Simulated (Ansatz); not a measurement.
## SrCl2: frozen-core PAW against all-electron methods

```
Sr Cl
1.0
     0.00000    3.49975    3.49975
     3.49975    0.00000    3.49975
     3.49975    3.49975    0.00000
Sr Cl
1 2
Direct
  0.00000 0.00000 0.00000
  0.75000 0.75000 0.75000
  0.25000 0.25000 0.25000
```

Atoms are numbered in the order listed.

The conventional cell has a = 6.999 Å, b = 6.999 Å, c = 6.999 Å, α = 90.00°, β = 90.00°, γ = 90.00°. Sr (atom 1) is surrounded by 8 Cl at 3.03 Å. Cl (atom 2) is surrounded by 4 Sr at 3.03 Å.

Structure from Materials Project entry mp-23209 (possibly hypothetical), not relaxed further.

All numbers are computed: DFT, PBE, PAW with Ansatz's default frozen-core files, scalar-relativistic (Ansatz 0.2.0); DFT, PBE, all-electron PAW with datasets made for the crystal, scalar-relativistic (Ansatz 0.2.0); DFT, PBE, all-electron LAPW, scalar-relativistic (Ansatz 0.2.0).

For PAW: a Γ-centred 6×6×6 k mesh, Fermi–Dirac smearing of 0.02 eV, cutoff 420 eV, no spin polarisation. The crystal-made all-electron datasets (AE datasets) take a cutoff of 220 eV at this cell. LAPW targets a basis error of 0.5 meV/atom. The Ansatz runs share mesh, smearing and spin set-up. Plane-wave (PAW) pressures include the program's estimate of the Pulay term.

Stress and pressure are positive in compression.

Levels count from the top of the valence band.

| quantity | PAW | AE datasets | LAPW |
| --- | --- | --- | --- |
| pressure (GPa) | 0.62 | 0.62 | 0.62 |
| band gap (eV) | 5.305 | 5.305 | 5.305 |
| highest filled level at U (eV) | -0.106 | -0.106 | -0.106 |
| lowest empty level at U (eV) | 5.956 | 5.956 | 5.956 |
| highest filled level at X (eV) | 0.000 | 0.000 | 0.000 |
| lowest empty level at X (eV) | 5.512 | 5.513 | 5.513 |

PAW's pressure differs from the LAPW value by about 0.01 GPa or less.
